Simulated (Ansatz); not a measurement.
NaBPt₃:
```
NaBPt3
1.0
    5.53143     0.00000     0.00000
   -2.76571     4.79035     0.00000
    0.00000     0.00000     5.50412
B Pt Na
2 6 2
Direct
  0.33333   0.66667   0.50000
  0.66667   0.33333   0.50000
  0.50000   0.00000   0.24144
  0.50000   0.50000   0.24144
  0.00000   0.50000   0.24144
  0.00000   0.50000   0.75856
  0.50000   0.50000   0.75856
  0.50000   0.00000   0.75856
  0.00000   0.00000   0.00000
  0.00000   0.00000   0.50000
```

Relaxed with PBEsol.

### Question
Give the Bader charges and basin volumes of the independent atoms, PBEsol in the plane-wave PAW code Ansatz.

### Answer


| atom | Bader charge (e) | Bader volume (Å³) |
|---|---|---|
| B1 | +0.49 | 5.7 |
| Pt3 | -0.43 | 19.7 |
| Na9 | +0.80 | 8.0 |
| Na10 | +0.81 | 8.1 |

Space group P6/mmm. The workflow started from an entry of the Crystallography Open Database (COD). Its standing as an ambient phase is unchecked. Symmetry was held in the PBEsol relaxation; its stability against distortions is not shown here. The run is not spin-polarised. Scalar-relativistic: spin–orbit coupling is off unless named, which matters more the heavier the elements.

Potentials: the later of the program's two PAW sets.
